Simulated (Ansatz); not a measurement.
Starting cell, GaP (zinc blende):

```yaml
crystal:
  lattice:
    - [0.00000, 5.50603, 5.50603]
    - [2.75302, 2.75302, 5.50603]
    - [2.75302, 2.75302, 0.00000]
  atoms:
    - { symbol: P, position: [0.00000, 0.75000, 0.75000] }
    - { symbol: P, position: [0.50000, 0.75000, 0.75000] }
    - { symbol: Ga, position: [0.00000, 0.00000, 0.00000] }
    - { symbol: Ga, position: [0.50000, 0.00000, 0.00000] }
```

A phonon eigenvector at X = (0.5, 0.5, 0.0) is frozen into this cell: atom i moves by Q times the vector below, so Q is the largest atomic displacement, in Å. The cell is held. It is one choice among 2 degenerate patterns. (q is in reciprocal vectors of the primitive cell; the cell shown is doubled to hold the pattern.)

| atom | x | y | z |
|---|---|---|---|
| P1 | 0.000 | -1.000 | 0.000 |
| P2 | 0.000 | 1.000 | 0.000 |
| Ga3 | 0.323 | 0.000 | 0.000 |
| Ga4 | -0.323 | 0.000 | 0.000 |

These are PBE (plane waves to 420 eV, PAW, scalar-relativistic; Ansatz, an electronic-structure program) values and carry that method's errors. k mesh 10×10×10 (Γ-centred), Fermi-Dirac smearing 0.05 eV. The energy includes the smearing's −TS. GaP was relaxed with its symmetry unable to fall. ΔE is measured from the undisplaced structure.

| Q (Å) | ΔE (meV/cell) |
|---|---|
| -0.2800 | withheld |
| -0.2333 | 895 |
| -0.1867 | 572 |
| -0.1400 | 322 |
| -0.0933 | 143 |
| -0.0467 | 36 |
| 0.0000 | 0 |
| 0.0467 | 36 |
| 0.0933 | 143 |
| 0.1400 | 322 |
| 0.1867 | 572 |
| 0.2333 | 895 |
| 0.2800 | withheld |

**Question.** Fit an even polynomial form (powers 2, 4) to the given rows and predict ΔE at Q = 0.2800.

**Answer.** Least squares on the 11 given rows: ΔE = (16400)·Q² + (833.0)·Q⁴, in meV/cell with Q in Å; root-mean-square residual 0.3 meV/cell. At 0.2800 the fit gives 1291 meV/cell; the calculation gives 1291 meV/cell, the same to the digits shown. The quadratic term alone would give 1286 meV/cell.

(A displaced cell: forces are minus the slopes of the energy, force constants its curvatures, and phonons follow from these.)
